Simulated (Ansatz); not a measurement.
SiGe:
```
SiGe
1.0
    1.96053     1.13191     6.39185
   -1.96053     1.13191     6.39185
    0.00000    -2.26383     6.39185
Si Ge
2 2
Direct
  0.93885   0.93885   0.93885
  0.06115   0.06115   0.06115
  0.43593   0.43593   0.43593
  0.56407   0.56407   0.56407
```

Relaxed with PBEsol. Independent-particle spectrum: no excitons, no local fields, no scissors shift; 0.1 eV broadening; ε₁ of the summed bands alone.

Q: Tabulate the dielectric function from PBEsol (plane waves, PAW; program Ansatz).

A: 

```
E (eV)   ε₁ xx  ε₂ xx   ε₁ zz  ε₂ zz
------  ------  -----  ------  -----
0.0      15.93   0.00   16.23   0.00
0.4      16.18   0.00   16.49   0.00
0.8      17.02   0.01   17.38   0.00
1.2      18.68   0.11   19.23   0.08
1.6      22.86   0.59   24.26   0.91
2.0      30.82   5.95   31.10   8.32
2.4      21.69  16.87   21.13  17.02
2.8      19.77  20.45   20.08  21.17
3.2      17.76  23.29   18.25  25.71
3.6      18.85  39.48    1.98  46.47
4.0     -14.39  26.53  -11.58  21.49
4.4      -9.65  16.00   -7.33  15.00
4.8      -7.98  16.18   -6.93  16.94
5.2     -10.57  10.23  -10.16  10.60
5.6      -8.62   6.73   -8.55   6.93
6.0      -7.36   5.26   -7.25   5.34
6.4      -6.27   3.87   -6.19   3.93
6.8      -5.18   2.98   -5.17   3.05
7.2      -4.11   2.54   -4.01   2.60
7.6      -3.78   2.56   -3.85   2.61
8.0      -3.52   2.10   -3.57   1.97
8.4      -3.11   1.73   -3.09   1.63
8.8      -2.82   1.45   -2.70   1.35
9.2      -2.48   1.18   -2.38   1.17
9.6      -2.17   0.99   -2.08   1.02
10.0     -1.88   0.86   -1.81   0.87
10.4     -1.67   0.76   -1.60   0.79
10.8     -1.48   0.66   -1.42   0.71
11.2     -1.29   0.56   -1.28   0.63
11.6     -1.11   0.50   -1.12   0.55
12.0     -0.97   0.47   -0.98   0.49
```

With all bands, ε∞ without local fields is 16.0 (xx = yy), 16.3 (zz). DFPT, with local fields, gives 15.4 (xx = yy), 15.5 (zz).

Space group R-3m. The start of the workflow was typed in or built on a structure type; neither database checked (COD, Materials Project) lists it. Whether it is the stable phase at ambient conditions was not checked. The cell was relaxed with PBEsol under the symmetry of its start; its stability against distortions is not shown here. Scalar-relativistic: spin–orbit coupling is off unless named, which matters more the heavier the elements.

Potentials: the later of the program's two PAW sets.
